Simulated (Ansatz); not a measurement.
SiO2:
Space group P4₂/mnm (No. 136); a = 4.155 Å, b = 4.155 Å, c = 2.661 Å, α = 90.00°, β = 90.00°, γ = 90.00°

| atom | site | symmetry | x | y | z |
|---|---|---|---|---|---|
| Si | 2a | m.mm | 0.0000 | 0.0000 | 0.0000 |
| O | 4f | m.2m | 0.3056 | 0.3056 | 0.0000 |

Relaxed with LDA (plane waves, PAW; program Ansatz). Indices refer to the conventional cell of P4_2/mnm, a = 4.155 Å, b = 4.155 Å, c = 2.661 Å, α = 90.00°, β = 90.00°, γ = 90.00°.

### Question
Simulate the powder diffraction pattern (Cu Kα, λ = 1.54184 Å; lines above 1 %) up to 2θ = 90°.

### Answer
Simulated powder pattern, Cu Kα, λ = 1.54184 Å (kinematic, ideal powder, no thermal factors, no anomalous dispersion; the 30 strongest lines at most, above 1 %, up to 2θ = 90°):

```csv
2θ (°),d (Å),I/Imax (%),hkl
30.42,2.938,100,(110)
40.24,2.241,26,(101)
46.01,1.972,41,(111)
49.02,1.858,15,(210)
60.80,1.524,61,(211)
63.31,1.469,21,(220)
70.81,1.331,11,(002)
71.85,1.314,6.6,(310)
73.66,1.286,1.4,(221)
77.73,1.229,28,(301)
78.99,1.212,11,(112)
81.74,1.178,2.4,(311)
86.94,1.121,1.2,(202)
```

This is a known high-pressure phase of the composition, computed here at zero pressure and temperature. Symmetry was held in the LDA relaxation; phonons on a q-mesh show no instability.

Potentials: the earlier of the program's two PAW sets.
